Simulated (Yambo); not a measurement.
```
CELL_PARAMETERS angstrom
     -2.97316     3.28737     3.28740
      2.97316    -3.28737     3.28740
      2.97316     3.28737    -3.28740
ATOMIC_POSITIONS crystal
  O  0.30492 0.30477 0.49985
  O  0.69508 0.69523 0.50015
  O  0.30492 0.80507 0.00015
  O  0.69508 0.19493 0.99985
  O  0.19548 0.25038 0.94510
  O  0.80452 0.74962 0.05490
  O  0.80528 0.25038 0.55490
  O  0.19472 0.74962 0.44510
  Ti 0.50476 0.75476 0.75000
  Ti 0.49524 0.24524 0.25000
  Ti 0.00000 0.00000 0.50000
  Ti 0.00000 0.50000 0.00000
```

TiO2 (space group Imma, No. 74): mean Im ε in 1 eV windows above the direct gap of 3.25 eV, for different electron-hole kernels (Yambo, broadening 0.15 eV, norm-conserving LDA (Quantum ESPRESSO, 84 Ry, without SOC) bands; 4×4×4 mesh, 17 valence and 13 conduction bands, static screening with 95 bands and a 3 Ry block, scissor 1.47 eV, Tamm-Dancoff; field along x).

```json
[
 {"window (eV)": "3.3 to 4.3", "independent quasiparticles": "3.8", "RPA (no attraction)": "3.4", "BSE": "13"},
 {"window (eV)": "4.3 to 5.3", "independent quasiparticles": "12", "RPA (no attraction)": "11", "BSE": "9.3"},
 {"window (eV)": "5.3 to 6.3", "independent quasiparticles": "8.2", "RPA (no attraction)": "8.6", "BSE": "3.9"}
]
```

This run doesn't resolve bound excitons or single peaks, so only averages are given, and they too depend on the mesh; weight that the attraction moves below the gap isn't listed. All transitions below 6.81 eV are in the band window. The scissor comes from a G0W0 run whose convergence isn't established.

Geometry of the Materials Project entry, not relaxed at this level.

This is not the ordinary phase of the substance; no match was found in the copy of COD used, and its stability was not checked.
